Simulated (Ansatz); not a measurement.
YC$_{2}$:
```
YC2
1.0
   -1.81124     1.81124     3.07641
    1.81124    -1.81124     3.07641
    1.81124     1.81124    -3.07641
Y C
1 2
Cartesian
  0.00000   0.00000   0.00000
  0.00000   0.00000   3.72621
  0.00000   0.00000   2.42660
```

Relaxed with PBEsol. Special points in fractions of this cell's reciprocal vectors: Γ (0.000, 0.000, 0.000); X (0.000, 0.000, 0.500); P (0.250, 0.250, 0.250); N (0.000, 0.500, 0.000); M (0.500, 0.500, -0.500); S (0.337, 0.663, -0.337); S0 (-0.337, 0.337, 0.337); R (-0.173, 0.173, 0.500); G (0.500, 0.500, -0.173).

### Question
List the band energies nearest the Fermi level at these points for the program Ansatz at the PBEsol level (PAW).

### Answer
In eV from the Fermi level; about four levels below and three above (degenerate sets whole), none deeper than 8.9 eV; points with the same levels are listed once.

```csv
k,below,above
Γ,-3.17 -3.17 -0.52 -0.52,0.43 2.73 3.14
X,-5.05 -3.94 -3.71 -2.96,2.58 4.45 5.55
P,-4.76 -4.76 -2.57 -0.28 -0.28,4.95 5.55 5.56
N,-7.60 -5.45 -4.90 -3.11,2.03 3.02 3.45
M,-3.88 -3.88 -2.63 -0.89,3.79 4.05 4.05
S,-6.84 -5.71 -4.67 -3.25,1.89 2.76 3.31
R,-4.94 -4.91 -3.48 -0.85,2.92 3.75 4.94
```

Space group I4/mmm (MoSi2 or CaC2 type). The workflow started from a Materials Project entry (that database holds measured and hypothetical structures alike); the Crystallography Open Database files this formula in space group No. 139, but the cells were not matched. Its standing as an ambient phase is unchecked. Symmetry was held in the PBEsol relaxation; of distortions, only those at the zone centre were tested. No spin polarisation was allowed. Spin–orbit coupling is left out wherever it is not named.

Potentials: the later of the program's two PAW sets.
